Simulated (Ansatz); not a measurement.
SrIn$_{4}$Pd:
```
SrIn4Pd
1.0
    2.29000    -8.60104     0.00000
    2.29000     8.60104     0.00000
    0.00000     0.00000     7.52702
Sr In Pd
2 8 2
Direct
  0.12350   0.87650   0.75000
  0.87650   0.12350   0.25000
  0.31469   0.68531   0.94865
  0.68531   0.31469   0.05135
  0.68531   0.31469   0.44865
  0.31469   0.68531   0.55135
  0.50000   0.50000   0.00000
  0.50000   0.50000   0.50000
  0.06974   0.93026   0.25000
  0.93026   0.06974   0.75000
  0.77481   0.22519   0.75000
  0.22519   0.77481   0.25000
```

Relaxed with r²SCAN. Special points in fractions of this cell's reciprocal vectors: Γ (0.000, 0.000, 0.000); Y (-0.500, 0.500, 0.000); C0 (-0.268, 0.732, 0.000); Σ0 (0.268, 0.268, 0.000); Z (0.000, 0.000, 0.500); A0 (0.268, 0.268, 0.500); E0 (-0.268, 0.732, 0.500); T (-0.500, 0.500, 0.500); S (0.000, 0.500, 0.000); R (0.000, 0.500, 0.500).

Q: List the band energies nearest the Fermi level at these points for r²SCAN (plane waves, PAW; program Ansatz).

A: In eV from the Fermi level; about four levels below and three above (degenerate sets whole), none deeper than 8.9 eV; points with the same levels are listed once.

```csv
k,below,above
Γ,-1.99 -0.88 -0.67 -0.47,0.87 1.46 1.62
Y,-1.12 -0.52 -0.49 -0.38,0.25 1.35 1.38
C0,-1.18 -1.17 -1.08 -0.22,0.73 1.42 1.60
Z,-0.55 -0.55 -0.27 -0.27,0.24 0.24 0.92 0.92
A0,-0.94 -0.94 -0.23 -0.23,1.56 1.56 1.91 1.91
T,-0.48 -0.48 -0.44 -0.44,1.24 1.24 1.32 1.32
S,-1.57 -0.86 -0.77 -0.48,0.52 1.68 2.18
R,-1.49 -1.49 -0.76 -0.76,0.39 0.39 0.89 0.89
```

Space group Cmcm. The workflow started from a Materials Project entry (that database holds measured and hypothetical structures alike); the Crystallography Open Database copy checked does not list it. Whether it is the stable phase at ambient conditions was not checked. The r²SCAN relaxation kept the symmetry of its start; its stability against distortions is not shown here. The run is not spin-polarised. Scalar-relativistic: spin–orbit coupling is off unless named, which matters more the heavier the elements.

Potentials: the later of the program's two PAW sets.
